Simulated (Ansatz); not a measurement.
**Ti₃In₂S₂, a known structure type with other elements, at an estimated volume**

```yaml
crystal:
  lattice:
    - [0.00000, -3.15460, 4.53109]
    - [2.67203, -1.67681, -4.53109]
    - [3.03192, 1.67681, 4.53109]
  atoms:
    - { symbol: In, position: [0.00000, 0.00000, 0.00000] }
    - { symbol: Ti, position: [0.00000, 0.50000, 0.50000] }
    - { symbol: Ti, position: [0.50000, 0.00000, 0.50000] }
    - { symbol: Ti, position: [0.00000, 0.00000, 0.50000] }
    - { symbol: S, position: [0.72100, 0.27900, 0.83700] }
    - { symbol: S, position: [0.27900, 0.72100, 0.16300] }
    - { symbol: In, position: [0.50000, 0.50000, 0.50000] }
```

Method: LDA, spin-orbit coupling; PAW, plane waves to 420 eV, 6×6×5 Γ-centred mesh, gaussian occupations (width 0.0485 eV) (Ansatz 0.2.0), atoms fixed.

The state carries no moments; the state need not be the lowest.

(1) What does the stress say?

(2) What happens at the Fermi level?

(3) How is the charge shared?

(4) Which atom feels the largest force, and which way?

Origin: a known structure type with other elements, at an estimated volume, so it need not be a known compound. Caveats: atoms or cell far from equilibrium; the SCF threshold is loose for a stress.

Answers

(1) The pressure is 11.4 GPa (compression positive), so with the atoms held at these fractions the cell would first expand; the forces are large, so a full relaxation may end otherwise.

(2) It is a metal, with about 5.3 states/eV a cell as the mean within 0.25 eV of the Fermi level, mostly Ti d (72 %) and In p (16 %).

(3) Bader charges in e: Ti +0.96, In -0.43 to -0.33, S -1.06. In the mean Ti gives up most and S takes most.

(4) The largest is on S5 (and as large on other atoms): 1.99 eV/Å, components (1.65, 0.91, 0.63). It makes 135° with the line to a nearest neighbour, Ti3 at 2.25 Å, pointing away from it.
